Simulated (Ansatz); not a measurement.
C:
```yaml
crystal:
  lattice:
    - [6.84537, 0.00000, 0.00000]
    - [-3.42268, 5.92826, 0.00000]
    - [0.00000, 0.00000, 6.71935]
  atoms:
    - { symbol: C, position: [0.54000, 0.66658, 0.75000] }
    - { symbol: C, position: [0.74482, 0.66673, 0.75000] }
    - { symbol: C, position: [0.54000, 0.87342, 0.75000] }
    - { symbol: C, position: [0.74482, 0.07809, 0.75000] }
    - { symbol: C, position: [0.33342, 0.87342, 0.75000] }
    - { symbol: C, position: [0.33327, 0.07809, 0.75000] }
    - { symbol: C, position: [0.12658, 0.66658, 0.75000] }
    - { symbol: C, position: [0.92191, 0.66673, 0.75000] }
    - { symbol: C, position: [0.12658, 0.46000, 0.75000] }
    - { symbol: C, position: [0.92191, 0.25518, 0.75000] }
    - { symbol: C, position: [0.33342, 0.46000, 0.75000] }
    - { symbol: C, position: [0.33327, 0.25518, 0.75000] }
    - { symbol: C, position: [0.87342, 0.33342, 0.25000] }
    - { symbol: C, position: [0.07809, 0.33327, 0.25000] }
    - { symbol: C, position: [0.87342, 0.54000, 0.25000] }
    - { symbol: C, position: [0.07809, 0.74482, 0.25000] }
    - { symbol: C, position: [0.66658, 0.54000, 0.25000] }
    - { symbol: C, position: [0.66673, 0.74482, 0.25000] }
    - { symbol: C, position: [0.46000, 0.33342, 0.25000] }
    - { symbol: C, position: [0.25518, 0.33327, 0.25000] }
    - { symbol: C, position: [0.46000, 0.12658, 0.25000] }
    - { symbol: C, position: [0.25518, 0.92191, 0.25000] }
    - { symbol: C, position: [0.66658, 0.12658, 0.25000] }
    - { symbol: C, position: [0.66673, 0.92191, 0.25000] }
```

Relaxed with r²SCAN+D4. Special points in fractions of this cell's reciprocal vectors: Γ (0.000, 0.000, 0.000); M (0.500, 0.000, 0.000); K (0.333, 0.333, 0.000); A (0.000, 0.000, 0.500); L (0.500, 0.000, 0.500); H (0.333, 0.333, 0.500).

Task: List the band energies nearest the valence-band maximum at these points for DFT-r²SCAN+D4 in the program Ansatz with PAW potentials.

Result: In eV from the valence-band maximum; about four levels below and three above (degenerate sets whole), none deeper than 8.9 eV; points with the same levels are listed once.

| k | below | above |
|---|---|---|
| Γ | -2.29 -2.29 -1.95 -1.51 | 2.04 3.36 3.85 3.85 |
| M | -2.04 -1.78 -0.30 0.00 | 0.27 0.94 2.49 |
| K | -1.78 -1.09 -1.09 -1.05 | 1.74 1.74 1.87 |
| A | -2.33 -2.33 -2.33 -2.33 -1.69 -1.69 | 2.65 2.65 3.84 3.84 3.84 3.84 |
| L | -1.91 -1.91 -0.12 -0.12 | 0.42 0.42 2.55 2.55 |
| H | -1.34 -1.34 -1.32 -1.32 | 1.74 1.74 1.76 1.76 |

Space group P6_3/mmc. The start of the workflow was typed in or built on a structure type. Its sites differ from those of the usual phase in this space group: another stacking or structure type. Symmetry was held in the r²SCAN+D4 relaxation; its stability against distortions is not shown here.

Potentials: the later of the program's two PAW sets.
